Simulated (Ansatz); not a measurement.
Zr$_{2}$Ga$_{3}$Cu:
```cif
data_CuGa3Zr2
_chemical_formula_sum 'Zr2 Ga3 Cu1'
_space_group_name_H-M_alt 'P 1'
_space_group_IT_number 1
_cell_length_a 5.36915
_cell_length_b 5.36915
_cell_length_c 6.59338
_cell_angle_alpha 52.284
_cell_angle_beta 127.716
_cell_angle_gamma 134.869
loop_
_space_group_symop_operation_xyz
  'x, y, z'
loop_
_atom_site_label
_atom_site_type_symbol
_atom_site_fract_x
_atom_site_fract_y
_atom_site_fract_z
_atom_site_occupancy
Zr1 Zr 0.45842 0.54158 0.20126 1
Zr2 Zr 0.54510 0.45490 0.79233 1
Ga1 Ga 0.14952 0.85048 0.61419 1
Ga2 Ga 0.17350 0.82650 0.20765 1
Ga3 Ga 0.83981 0.16019 0.79470 1
Cu1 Cu 0.83364 0.16636 0.38987 1
```

Relaxed with r²SCAN.

Which orbitals make up the states near the Fermi level in r²SCAN in the plane-wave PAW code Ansatz?

Within 0.5 eV of the Fermi level: Zr 4d 69 %, Ga 4p 19 %. Projections are on Löwdin-orthogonalised atomic valence shells; empty p or d shells of many metals are not among them.

Tabulate the density of states.

States/eV per cell of 6 atoms, in 0.25 eV bins, energy from the Fermi level.

```tsv
E (eV)	total	Zr 4d	Cu 3d	Ga 4p
-7.85	1.58	0.17	0.05	0.36
-7.60	2.20	0.32	0.07	0.52
-7.35	1.61	0.28	0.06	0.36
-7.10	1.00	0.22	0.05	0.20
-6.85	0.55	0.14	0.03	0.10
-6.60	0.68	0.12	0.03	0.20
-6.35	2.14	0.35	0.10	0.66
-6.10	1.57	0.29	0.10	0.47
-5.85	1.02	0.20	0.08	0.31
-5.60	0.86	0.17	0.09	0.25
-5.35	0.78	0.16	0.12	0.22
-5.10	0.90	0.16	0.19	0.27
-4.85	1.06	0.16	0.19	0.43
-4.60	2.37	0.39	0.49	0.99
-4.35	3.04	0.42	1.11	1.05
-4.10	4.70	0.49	2.82	1.02
-3.85	9.44	0.67	7.00	1.32
-3.60	13.66	0.75	11.37	1.15
-3.35	9.10	0.59	7.24	0.84
-3.10	3.55	0.39	2.17	0.68
-2.85	2.88	0.47	1.20	0.89
-2.60	2.95	0.67	0.77	1.19
-2.35	3.91	1.07	0.72	1.70
-2.10	4.22	1.30	0.57	1.97
-1.85	3.22	0.98	0.34	1.60
-1.60	3.31	1.13	0.30	1.60
-1.35	4.02	1.67	0.33	1.71
-1.10	3.40	1.81	0.24	1.11
-0.85	4.40	2.74	0.26	1.09
-0.60	4.37	2.96	0.24	0.91
-0.35	2.54	1.72	0.14	0.53
-0.10	2.23	1.54	0.11	0.43
0.15	1.87	1.30	0.08	0.34
0.40	2.40	1.68	0.10	0.43
0.65	2.58	1.83	0.09	0.44
0.90	2.54	1.85	0.10	0.39
1.15	1.95	1.47	0.06	0.29
1.40	2.12	1.61	0.05	0.31
1.65	3.06	2.29	0.06	0.42
1.90	3.95	2.98	0.07	0.49
2.15	4.63	3.60	0.06	0.49
2.40	4.87	3.76	0.06	0.52
2.65	4.12	3.03	0.05	0.51
2.90	4.38	2.92	0.04	0.62
3.15	3.78	2.18	0.03	0.64
3.40	2.93	1.58	0.03	0.57
3.65	3.19	1.59	0.03	0.64
3.90	4.03	2.01	0.03	0.89
4.15	4.43	2.41	0.03	0.98
4.40	3.52	1.72	0.02	0.94
4.65	3.88	1.68	0.02	1.14
```

Space group Cm. The first step of the workflow began from a Materials Project structure, measured or hypothetical; the Crystallography Open Database copy checked does not list it. With Ga and Cu taken as one species the cell has the higher symmetry Ima2, so it may be an ordered model of a mixed-site phase. Whether it is the stable phase at ambient conditions was not checked. The r²SCAN relaxation kept the symmetry of its start; its stability against distortions is not shown here. No spin polarisation was allowed. Spin–orbit coupling is left out wherever it is not named.

Potentials: the earlier of the program's two PAW sets.
